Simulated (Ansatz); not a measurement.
PbSe:
Space group Fm-3m (No. 225); a = 6.178 Å, b = 6.178 Å, c = 6.178 Å, α = 90.00°, β = 90.00°, γ = 90.00°

| atom | site | symmetry | x | y | z |
|---|---|---|---|---|---|
| Se | 4a | m-3m | 0.0000 | 0.0000 | 0.0000 |
| Pb | 4b | m-3m | 0.5000 | 0.5000 | 0.5000 |
(The calculation used a cell of 2 atoms; values per cell refer to that cell.)

Relaxed with r²SCAN.

Question: Decompose the optical modes at the zone centre into irreducible representations, and say which are infrared and Raman allowed.

Answer: Point group m-3m: Γ_opt = T1u. Infrared: T1u. Raman: none.

Question: Assign frequencies (DFPT, r²SCAN (plane waves, PAW; program Ansatz); without the LO–TO term).

Answer: T1u 26 cm⁻¹.

Symmetry was held in the r²SCAN relaxation; of distortions, only those at the zone centre were tested. Spin–orbit coupling is left out wherever it is not named.

Potentials: the later of the program's two PAW sets.
